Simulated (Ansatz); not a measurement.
The cell is COD entry 9008796, as deposited and not checked against the literature; nothing was relaxed.

An input for CdAg and the output that it gave: DFT, PBEsol, all-electron PAW with datasets made for the crystal, scalar-relativistic (Ansatz 0.2.0).

Command: `ansatz run input.yaml --threads 1 --pin off --max-ram 3072MiB --backend cpu --events-out ev --progress --plain --runs-dir out` The run took 16 s on 1 thread of Arm Neoverse V2 (shared host), peak memory 0.52 GiB.

```yaml
crystal:
  lattice:
    - [3.33, 0.0, 0.0]
    - [0.0, 3.33, 0.0]
    - [0.0, 0.0, 3.33]
  atoms:
    - { symbol: Cd, position: [0.5, 0.5, 0.5] }
    - { symbol: Ag, position: [0.0, 0.0, 0.0] }
kpoints:
  mp_grid: { grid: [12, 12, 12] }
  band_path:
    path:
      - [0.0, 0.0, 0.0]
      - [0.0, 0.5, 0.0]
      - [0.5, 0.5, 0.0]
      - [0.0, 0.0, 0.0]
      - [0.5, 0.5, 0.5]
      - [0.0, 0.5, 0.0]
      - [0.5, 0.5, 0.5]
      - [0.5, 0.5, 0.0]
    npoints: 8
scf:
  occupations: { method: fermi_dirac, width: 0.05 }
hamiltonian:
  xc: pbesol
  pseudopotentials: { kind: all_electron, datasets: crystal }
output:
  forces: true
  stress: true
  eigenvalues: true
  efg: { contact_densities: true }
```

What the program printed:

```
hamiltonian.pseudopotentials.datasets: crystal makes datasets for this crystal and solves the spheres of its atoms anew in each pass: cutoff 260.0 eV, the density's 1040.0 eV; for an error of 0.50 meV an atom under PBE, 1.0 meV for the cell; an energy difference from a run of another recipe may be off by several times the error for the cell, under r2SCAN by more, where some 0.1 meV an atom stays at smaller errors; Ag in spheres of 1.376 Å, 11 of its electrons in bands, 8 on its site; Cd in spheres of 1.376 Å, 12 of its electrons in bands, 8 on its site; only band paths and densities of states list, in semicore columns, the levels of the semicore shells that are solved separately: 4s of Ag, 4p of Ag, 4s of Cd, 4p of Cd
Ag, Cd: output.efg is read without spin–orbit coupling, which moves field gradients at and beside such atoms by some per cent and up to a factor of two; PAW files take it under magnetization.noncollinear and magnetization.spin_orbit
Engine: ansatz 0.2.0
Pseudopotentials: kind: all_electron
Pseudopotential: Cd, paw, valence charge 20, recommended cutoff 260 eV (normal), Koelling and Harmon's equation, gaussian nucleus
Pseudopotential: Ag, paw, valence charge 19, recommended cutoff 260 eV (normal), Koelling and Harmon's equation, gaussian nucleus
Functional definition: PBEsol
  exchange = pbesol_x
  correlation = pbesol_c
Crystal: 2 atoms, lattice volume = 36.926 Å³
Basis set: ecut = 260 eV, 365 PW (Γ), exchange–correlation on 36×36×36 points (8 copies of the dense FFT grid, shifted against one another)
Bands: 16, of which v1, the nominal top of the filled ones, is band 12 counted from 1 (11 counted from 0)
Symmetry: 48 space group operations
Space group: Pm-3m (ITA 221), of the structure as read, at distance tolerance 3.3e-5 Å
k-points: 84 of 1728
Non-local potential: Cd, projectors of the file, l = 0: 1, l = 1: 1, l = 2: 2
Non-local potential: Ag, projectors of the file, l = 0: 1, l = 1: 1, l = 2: 2
PAW form: soft (Blöchl's): semilocal exchange-correlation on the pseudo side does not see the compensation charge
PAW one-centre angular grid: Cd, 590 points (default); XC on its mesh's 1869 points in the sphere
PAW one-centre angular grid: Ag, 590 points (default); XC on its mesh's 1875 points in the sphere
Initial density: superposition of atomic densities (neutral atoms: chi_scale 0, normalization atom)
Initial wavefunctions: pseudopotential atomic-orbital guess
Functional: x = pbesol(κ = 0.804, μ = 0.12345679012345678), c = pbesol(β = 0.046)
iter 1 solved again at ethr=7.22e-3 eV; its pass at ethr=1.00e-1 eV (dr2=1.66e0 eV) is discarded
SCF iter   1: F=—  HF=-296753.655357 eV  |F-HF|=—  |Δ(HF+E_count)|=         —  Δρ=6.42e-2  dr2=1.66e0  ethr=7.22e-3  ⟨swp⟩=2.8  Hψ=7309  notcnv=0
preconditioner: auto → none  [metal: Δε(μ)=0.027 eV  Ē_g=12.251 eV  σ=0.050 eV  W_gap=0.13  n_scr=6 (ndim 8)  ℏωp=29.3 eV  f_vac=0.000  D(μ)=0.66/eV (n_scr^D=0)  sad-step TF]
SCF iter   2: F=—  HF=-296753.346431 eV  |F-HF|=—  |Δ(HF+E_count)|=   3.09e-1  Δρ=2.65e-2  dr2=3.05e-1  ethr=7.21e-3  ⟨swp⟩=2.5  Hψ=2730  notcnv=0  defer=1
iter 3 solved again at ethr=9.76e-5 eV; its pass at ethr=1.32e-3 eV (dr2=2.25e-2 eV) is discarded
SCF iter   3: F=—  HF=-296753.225176 eV  |F-HF|=—  |Δ(HF+E_count)|=   1.21e-1  Δρ=7.34e-3  dr2=2.31e-2  ethr=9.76e-5  ⟨swp⟩=2.2  Hψ=5722  notcnv=0  defer=7
SCF iter   4: F=—  HF=-296753.232510 eV  |F-HF|=—  |Δ(HF+E_count)|=   7.33e-3  Δρ=7.40e-3  dr2=2.38e-2  ethr=9.76e-5  ⟨swp⟩=3.1  Hψ=3292  notcnv=0  defer=1
SCF iter   5: F=—  HF=-296753.230927 eV  |F-HF|=—  |Δ(HF+E_count)|=   1.58e-3  Δρ=4.33e-3  dr2=6.81e-3  ethr=9.76e-5  ⟨swp⟩=2.0  Hψ=2648  notcnv=0
SCF iter   6: F=—  HF=-296753.232352 eV  |F-HF|=—  |Δ(HF+E_count)|=   1.43e-3  Δρ=4.74e-4  dr2=6.47e-5  ethr=2.96e-5  ⟨swp⟩=3.0  Hψ=2622  notcnv=0
SCF iter   7: F=—  HF=-296753.232353 eV  |F-HF|=—  |Δ(HF+E_count)|=   7.20e-7  Δρ=6.80e-5  dr2=6.56e-7  ethr=2.81e-7  ⟨swp⟩=3.0  Hψ=3366  notcnv=0
SCF iter   8: F=-296753.232353 eV  HF=-296753.232353 eV  |F-HF|=1.97e-8  |Δ(HF+E_count)|=   1.57e-7  Δρ=8.15e-6  dr2=1.12e-8  ethr=2.85e-9  ⟨swp⟩=3.0  Hψ=2941  notcnv=0
SCF 1 converged in 8 iterations: F = -296753.232361 eV  dr2 = 1.12e-8
  Residual-converged pass: ⟨swp⟩=3.0  Hψ=2914  notcnv=0  max |occ|·‖R‖ = 5.2e-6 eV (tolerance 5.3e-6 eV)  dr2=1.12e-8  dr2_onsite=4.53e-8  max |Δocc| = 2.5e-9
  greatest PAW one-centre occupation: 0.961 electrons in one spin orbital (limit 2), on the Cd atom at site 0 (counted from 0), in its partial waves of l = 2
NSCF: frozen V_eff on 57 k-points
SCF converged after 8 iterations
Free energy (F): -296753.232361 eV
Harris-Foulkes:  -296753.232361 eV  (|F-HF|=1.97e-8)
Internal energy: -296753.227941 eV  (E = F + TS)
E sigma→0 (E₀):  -296753.230151 eV
Entropy (-TS):   -0.004419 eV (-2.210 meV/atom)
Past the cutoff: the bands carry plane waves up to 1.75 times it, of which those up to 1.5 times it add -0.000383 eV an atom, each by itself; the spheres take 0.000497 eV an atom off the energy for waves past 1.75 times it
By the cutoff:   a pressure is off by up to 0.010 GPa (1.2 times the spheres' own share and the shells' term, over an atom's volume, and 0.004 GPa: a bound that held against runs at twice the plane waves)
Past the cutoffs: a stress includes 0.0014 GPa for waves and charges beyond them, in addition to the slope of what the spheres take
In the spheres:  the bands' charges fall short by 3.7e-6 e at most (sound up to 1e-3), those of shells solved beside the bands by 2.9e-7 e (sound up to 5e-4)
Fermi energy:    17.934860 eV
--- Per-component energies (eV) ---
  The terms above E_closure are by the made datasets' own strengths, without shells solved beside the bands.
--- Forces (eV/Å), atoms counted from 1 ---
  atom   1  Cd     0.00000000    -0.00000000    -0.00000000
  atom   2  Ag    -0.00000000    -0.00000000    -0.00000000
  max |Σ_I F_I| component: 2.20e-29 eV/Å
--- Stress (GPa, compression-positive) ---
       -1.686495       0.000000       0.000000
        0.000000      -1.686495      -0.000000
        0.000000      -0.000000      -1.686495
  P = ⅓ Tr σ = -1.6865 GPa (-16.865 kbar)
  It holds what live shells' own plane waves past their cutoff add
--- PAW observables at the nuclei: V_zz in 10²¹ V/m², potentials from the cell's mean, atoms counted from 1 ---
  atom   1  Cd V_zz =    -0.000000   η = 0.0000   by run symmetry: forbidden
            electrostatic potential = -7710.704061 V   contact ρ = 1034372.237348 e/Å³
  atom   2  Ag V_zz =    -0.000000   η = 0.0000   by run symmetry: forbidden
            electrostatic potential = -7479.809533 V   contact ρ = 946994.547386 e/Å³
--- Band table (eV; the first three rows and the last of 84) ---
  k-point 0: bands = ["8.6007", "8.6007", "9.1354", "9.3160", "9.3160", "9.3160", "12.8066", "12.8066", "13.6990", "13.6990", "13.6990", "22.9366", "22.9366", "22.9366"]
  k-point 1: bands = ["8.6155", "8.6371", "9.2437", "9.3072", "9.3072", "9.3243", "12.7909", "12.8304", "13.6473", "13.6473", "13.6874", "22.0917", "23.1285", "23.1285"]
  k-point 2: bands = ["8.6565", "8.7318", "9.2831", "9.2831", "9.3471", "9.5710", "12.7473", "12.8970", "13.5118", "13.5118", "13.6556", "20.4365", "23.6828", "23.6828"]
  k-point 83: bands = ["8.8300", "8.8300", "8.8300", "9.7248", "9.7248", "12.2140", "12.2140", "12.2140", "13.9723", "13.9723", "20.3388", "22.1073", "22.1073", "22.1073"]
```
